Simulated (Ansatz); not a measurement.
**ZnO with Be replacing Zn: gradients before and after relaxing the atoms**

Start: a supercell of ZnO (wurtzite type, P6_3mc) built from an entry of the Crystallography Open Database (COD), with all atoms left at the host's positions.

Space group P3m1 (No. 156); a = 6.4986, c = 10.4114 Å, γ = 120.00°.

| site | Wyckoff | site symmetry | x | y | z |
| --- | --- | --- | --- | --- | --- |
| Be | 1a | 3m. | 0.0000 | 0.0000 | 0.2500 |
| Zn2 | 1a | 3m. | 0.0000 | 0.0000 | 0.7500 |
| Zn3 | 3d | .m. | 0.0000 | 0.5000 | 0.2500 |
| Zn4 | 3d | .m. | 0.0000 | 0.5000 | 0.7500 |
| Zn9 | 3d | .m. | 0.1667 | 0.8333 | 0.0000 |
| Zn10 | 3d | .m. | 0.1667 | 0.8333 | 0.5000 |
| Zn15 | 1c | 3m. | 0.6667 | 0.3333 | 0.0000 |
| Zn16 | 1c | 3m. | 0.6667 | 0.3333 | 0.5000 |
| O17 | 3d | .m. | 0.1667 | 0.8333 | 0.1895 |
| O18 | 3d | .m. | 0.1667 | 0.8333 | 0.6895 |
| O23 | 1c | 3m. | 0.6667 | 0.3333 | 0.1895 |
| O24 | 1c | 3m. | 0.6667 | 0.3333 | 0.6895 |
| O25 | 1a | 3m. | 0.0000 | 0.0000 | 0.4395 |
| O26 | 1a | 3m. | 0.0000 | 0.0000 | 0.9395 |
| O27 | 3d | .m. | 0.0000 | 0.5000 | 0.4395 |
| O28 | 3d | .m. | 0.0000 | 0.5000 | 0.9395 |

One atom of each set is listed.

Computed with Ansatz: DFT, PBE, plane waves and PAW, scalar-relativistic, 420 eV cutoff, Γ-centred 3×3×2 k-points, Fermi–Dirac smearing 0.01 eV.

The largest force at the start is 2.3 eV/Å. Relaxing the ions at fixed cell moves them by 0.262 Å at most (atom 25, O) and 0.099 Å rms.

| site | moved (Å) | first shell before | first shell after | V_zz before (10²¹ V/m²) | η before |
| --- | --- | --- | --- | --- | --- |
| Be | 0.035 | 4 O at 1.97–1.98 Å | 4 O at 1.68–1.75 Å | 0.014 | 0.00 |
| Zn3 | 0.016 | 4 O at 1.97–1.98 Å | 4 O at 1.98–2.05 Å | 0.23 | 0.01 |
| Zn9 | 0.087 | 4 O at 1.97–1.98 Å | 4 O at 1.98–2.01 Å | 0.16 | 0.11 |
| Zn10 | 0.089 | 4 O at 1.97–1.98 Å | 4 O at 1.98–2.01 Å | 0.13 | 1.00 |
| Zn15 | 0.039 | 4 O at 1.97–1.98 Å | 4 O at 1.99 Å | 0.066 | 0.00 |
| O17 | 0.240 | 3 Zn at 1.97–1.98 Å, 1 Be at 1.98 Å | 1 Be at 1.75 Å, 3 Zn at 2.01–2.05 Å | 0.65 | 0.43 |
| O18 | 0.049 | 4 Zn at 1.97–1.98 Å | 4 Zn at 1.98–2.01 Å | -0.18 | 0.18 |
| O25 | 0.262 | 1 Be at 1.97 Å, 3 Zn at 1.98 Å | 1 Be at 1.68 Å, 3 Zn at 2.01 Å | 0.44 | 0.00 |
| O27 | 0.009 | 4 Zn at 1.97–1.98 Å | 4 Zn at 1.98 Å | -0.13 | 0.85 |
| O28 | 0.050 | 4 Zn at 1.97–1.98 Å | 4 Zn at 1.99–2.01 Å | -0.16 | 0.33 |

**Question.** What are V_zz and η after the relaxation?

**Answer.** 

```
site  V_zz after  η after  change of V_zz
  Be      -0.095     0.00           -0.11
 Zn3        2.46     0.60           +2.23
 Zn9       -1.06     0.06               –
Zn10        1.51     0.38           +1.38
Zn15        1.04     0.00           +0.98
 O17        1.35     0.38           +0.70
 O18        0.96     0.27               –
 O25        0.28     0.00           -0.16
 O27       -0.91     0.19           -0.78
 O28        0.58     0.98               –
```

The largest change of V_zz along a kept axis is on Zn3, from 0.23 to 2.46. Small gradients that grow severalfold: Zn9 (0.16 to -1.06), Zn10 (0.13 to 1.51), Zn15 (0.066 to 1.04). In per cent, |V_zz| changes by +109 on O (all sites that start above 0.5). Where |V_zz| stays above 0.1 and the axes keep their order, η moves most on O27, from 0.85 to 0.19. V_zz changes sign on O26 (same axis) (not in the table). On O18, O28, Zn9 the largest principal value lies along another axis in the second run, so the two V_zz can't be compared directly. The table leaves out 6 of the 16 sites, with |V_zz| up to 0.86; their tensors move by 0.77 at most along any direction. The statements above cover all sites. The host's own positions weren't relaxed first, so part of the change far from the defect can be the host's relaxation.

The defect repeats with the cell of 32 atoms, so it feels its images: sites between two images don't show the values beside a lone defect, and zeros or small values of η there can come from the images' arrangement. O and Zn carry a gradient in the pure host already, so the values there aren't the defect's effect alone. With a gap of 0.9 eV on this mesh, small gradients can still move by 0.1 × 10²¹ V/m² or more as the k-mesh gets denser.
Before: The neighbours have not yet relaxed around the defect (largest force 2.3 eV/Å), so a real crystal will differ.
After: The relaxation keeps the site symmetry 3m of the start, so the impurity can move only along its axis; a start off the site could end lower.
